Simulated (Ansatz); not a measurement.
**Step by step: Ag, relaxation of cell and atoms**

These are results of Ansatz 0.2.0, DFT, LDA, all-electron LAPW, scalar-relativistic, not measurements.

Command: `ansatz run input.yaml --threads 1 --pin off --max-ram 2048MiB --backend cpu --events-out ev --progress --plain --runs-dir out` The run took 25 s on 1 thread of Arm Neoverse V1, on a shared host.

```yaml
crystal:
  lattice:
    - [0.0, 2.0696313722, 2.0696313722]
    - [2.0696313722, 0.0, 2.0696313722]
    - [2.0696313722, 2.0696313722, 0.0]
  atoms:
    - { symbol: Ag, position: [0.0, 0.0, 0.0] }
kpoints:
  mp_grid: { grid: [14, 14, 14] }
scf:
  occupations: { method: fermi_dirac, width: 0.05 }
hamiltonian:
  xc: lda
  pseudopotentials: { kind: all_electron, lapw: { basis_error: 0.001 } }
output:
  forces: true
  stress: true
relax:
  f_tol: 0.005
  max_steps: 80
  cell: {}
```

The cell comes from COD entry 1100136, which wasn't checked; take it as a given geometry. The listed cell was then made from it by scaling, straining or moving an atom.

Each frame lists the cell vectors (Å), then Cartesian positions (Å); symmetry keeps all forces zero. Free energies count from the first step, -144523.9816 eV.

The walk took 6 evaluations in all; steps that aren't listed are left out.

Step 1: E = 0.0 meV, P = -10.59 GPa

```
cell 0.0000 2.0696 2.0696 2.0696 0.0000 2.0696 2.0696 2.0696 0.0000
Ag    0.0000    0.0000    0.0000
```

Step 2: E = -47.2 meV, P = 7.66 GPa

```
cell 0.0000 1.9687 1.9687 1.9687 0.0000 1.9687 1.9687 1.9687 0.0000
Ag    0.0000    0.0000    0.0000
```

Step 3: E = -63.0 meV, P = -1.69 GPa

```
cell 0.0000 2.0087 2.0087 2.0087 0.0000 2.0087 2.0087 2.0087 0.0000
Ag    0.0000    0.0000    0.0000
```

Q: How does the relaxation end?

A: It converges, with a = 4.001 Å, b = 4.001 Å, c = 4.001 Å, α = 90.00°, β = 90.00°, γ = 90.00° (conventional cell, space group Fm-3m). The last solve (on a basis chosen afresh for the final cell, so its energy is not quite comparable) gives E = -64.1 meV, P = 0.00 GPa:
```
cell 0.0000 2.0003 2.0003 2.0003 0.0000 2.0003 2.0003 2.0003 0.0000
Ag    0.0000    0.0000    0.0000
```
